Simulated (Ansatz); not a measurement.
**Mg, first-principles data**

Mg:
```
CELL_PARAMETERS angstrom
      1.59122     0.91869     7.71098
     -1.59122     0.91869     7.71098
      0.00000    -1.83738     7.71098
ATOMIC_POSITIONS crystal
  Mg 0.00000 0.00000 0.00000
  Mg 0.22204 0.22204 0.22204
  Mg 0.77796 0.77796 0.77796
```

Space group R-3m (No. 166), 9R (Sm type); conventional cell a = b = 3.182 Å, c = 23.133 Å, α = β = 90.00°, γ = 120.00°.

Method: plane-wave PAW PBEsol (Ansatz code). The cell and atoms are relaxed at this level. Other levels are named where they apply.

**Cell and energy**

| Item | Result |
|---|---|
| Volume per atom | 22.54 Å³ |
| Density | 1.79 g/cm³ |

**Electronic structure**

| Item | Result |
|---|---|
| Electronic character | metallic (no gap) |
| Density of states at the Fermi level | 0.43 states/eV per atom (mean over ±0.08 eV) |

**Mechanics**

| Property | Result |
|---|---|
| Bulk modulus (Birch–Murnaghan fit) | 37.2 GPa |
| Pressure derivative B′ | 4.0 |
| Elastic constants (relaxed ions, GPa) | C11 = 65.2, C12 = 25.4, C13 = 20.7, C14 = 0.3, C33 = 71.3, C44 = 19.6 |
| Mechanical stability | stable (all eigenvalues of C positive) |
| Hill bulk and shear moduli | 37.2 and 20.7 GPa |
| Young's modulus | 52.4 GPa |
| Poisson's ratio | 0.27 |
| Debye temperature from the elastic constants | 399 K |

**Phonons**

| Quantity | Value |
|---|---|
| Highest zone-centre frequency | 222 cm⁻¹ |
| Zone-centre stability | no imaginary mode at Γ |

The first step of the workflow began from a Materials Project structure, measured or hypothetical; the Crystallography Open Database copy checked does not list it. It is not the phase usual at ambient conditions (space group No. 194). The PBEsol relaxation kept the symmetry of its start. As this level gives no gap, shear constants depend on the k-mesh and smearing (Fermi–Dirac, 0.1 eV here). As this level gives no gap, phonon frequencies hold no LO–TO term and depend on the k-mesh and smearing (Fermi–Dirac, 0.1 eV here). Axis ratios of metals converge slowly with the k-mesh, so a and c are less sure than the volume.

Potentials: the earlier of the program's two PAW sets. The files were generated under PBE; for other functionals the program regenerates the frozen cores, and for LDA and PBEsol the local potential too.
